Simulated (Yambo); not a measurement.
```xyz
6
Lattice="3.0330 0.0000 0.0000 -1.5165 2.6267 0.0000 0.0000 0.0000 7.4033" Properties=species:S:1:pos:R:3 pbc="T T T"
O      0.0000     1.7511     1.2780
O      1.5165     0.8756     6.1254
O      0.0000     0.0000     3.7017
Mg     0.0000     1.7511     4.9291
Mg     1.5165     0.8756     2.4742
Zn     0.0000     0.0000     0.0000
```

Mg2ZnO3 (space group P-3m1, No. 164): G0W0@PBEsol in Yambo (6×6×2 Γ-centred k mesh, bands 7 to 125 and a 8 Ry block in the screening, 125 bands in G with the Bruneval-Gonze terminator, plasmon pole fitted at 27.2 eV) on wavefunctions from Quantum ESPRESSO. With the symmetry operations that carry no fractional translation, the mesh has 14 irreducible k points, and the gap A → Γ is 4.717 eV.

### Question
What changes when point-group symmetry is switched off and time reversal alone is kept?

### Answer
The mesh then has 40 irreducible points. The exact result doesn't change; the run gives 4.725 eV, and the difference is numerical residue, whose source wasn't traced. Rough time against the symmetric run: about 3× for the empty bands, about 3× for Yambo (3 states against 4).

Geometry of the Materials Project entry, not relaxed at this level.

The structure is a Materials Project entry; no match was found in the copy of COD used, and its stability was not checked.
